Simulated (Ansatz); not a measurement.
## La2Be5Pb: reading a single point

```
La Pb Be
1.0
     4.20673    0.00000    0.00000
     2.10336   -7.77496    0.00000
     0.00000    0.00000   -8.47080
La Pb Be
4 2 10
Cartesian
  4.2067 -3.2017 -6.3531
  2.1034 -4.5732 -2.1177
  0.0000 0.0000 0.0000
  0.0000 0.0000 -4.2354
  2.1034 -0.8686 -6.3531
  4.2067 -6.9063 -2.1177
  2.1034 -4.8925 -7.5518
  4.2067 -2.8825 -3.3164
  4.2067 -2.8825 -0.9190
  2.1034 -4.8925 -5.1544
  2.1034 -2.4421 -8.3532
  4.2067 -5.3328 -4.1178
  4.2067 -5.3328 -0.1176
  2.1034 -2.4421 -4.3530
  4.2067 -6.1561 -6.3531
  2.1034 -1.6189 -2.1177
```

Method: r2SCAN, no spin polarisation; PAW, plane waves to 500 eV, 7×7×4 Γ-centred mesh, fermi-dirac occupations (width 0.1 eV) (Ansatz 0.2.0), atoms fixed.

**Stress.** The pressure is 6.3 GPa (compression positive), so with the atoms held at these fractions the cell would first expand; the forces are large, so a full relaxation may end otherwise. The principal stresses 5.4, 5.5, 8.0 GPa differ, so its shape would change too.
**Electronic structure.** It is a metal, with about 7.5 states/eV a cell as the mean within 0.25 eV of the Fermi level.
**Forces.** The largest is on La1 (and as large on other atoms): 1.61 eV/Å, components (0.00, -1.61, 0.00). It makes 55° with the line to a nearest neighbour, Be7 at 2.95 Å.
**Charges.** Bader charges in e: La +1.19 to +1.32, Be -0.29 to +0.41, Pb -2.12. In the mean La gives up most and Pb takes most.

Origin: a known structure type with other elements, at an estimated volume, so it need not be a known compound. Caveats: atoms or cell far from equilibrium; f levels without a U or exact exchange are poorly placed.

Cost: 5 min on 1 thread of Intel(R) Xeon(R) 6975P-C (Granite Rapids), with other jobs on the host, peak memory 1.5 GiB (start from a saved density). The time holds forces, stress, Bader, DOS, ELF.
